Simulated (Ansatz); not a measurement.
# Ti, first-principles data

Ti:
```yaml
crystal:
  lattice:
    - [0.00000, 2.05513, 2.05513]
    - [2.05513, 0.00000, 2.05513]
    - [2.05513, 2.05513, 0.00000]
  atoms:
    - { symbol: Ti, position: [0.00000, 0.00000, 0.00000] }
```

Space group Fm-3m (No. 225), fcc (Cu type); conventional cell a = b = c = 4.1103 Å, α = β = γ = 90.00°.

Method: r²SCAN in the plane-wave PAW code Ansatz. Geometry: relaxed at this level of theory. Other levels are named where they apply.

Cell and energy:

* **Volume per atom**: 17.36 Å³
* **Density**: 4.58 g/cm³

Electronic structure:

Electronic character: metallic (no gap)
Density of states at the Fermi level: 1.6 states/eV per atom (mean over ±0.08 eV)

Mechanics:

* **Bulk modulus (Birch–Murnaghan fit)**: 111 GPa
* **Pressure derivative B′**: 3.2
* **Elastic constants (relaxed ions, GPa)**: C11 = 130, C12 = 102, C44 = 68.2
* **Mechanical stability**: stable (all eigenvalues of C positive)
* **Hill bulk and shear moduli**: 112 and 36.6 GPa
* **Young's modulus**: 99.1 GPa
* **Poisson's ratio**: 0.35
* **Debye temperature from the elastic constants**: 366 K

The workflow started from a Materials Project entry (that database holds measured and hypothetical structures alike); the Crystallography Open Database files this formula in space group No. 225, but the cells were not matched. It is not the phase usual at ambient conditions (space group No. 194). Symmetry was held in the r²SCAN relaxation; whether a distortion lowers the energy is not shown. The run is not spin-polarised. As this level gives no gap, shear constants depend on the k-mesh and smearing (Fermi–Dirac, 0.1 eV here).

Potentials: the later of the program's two PAW sets.
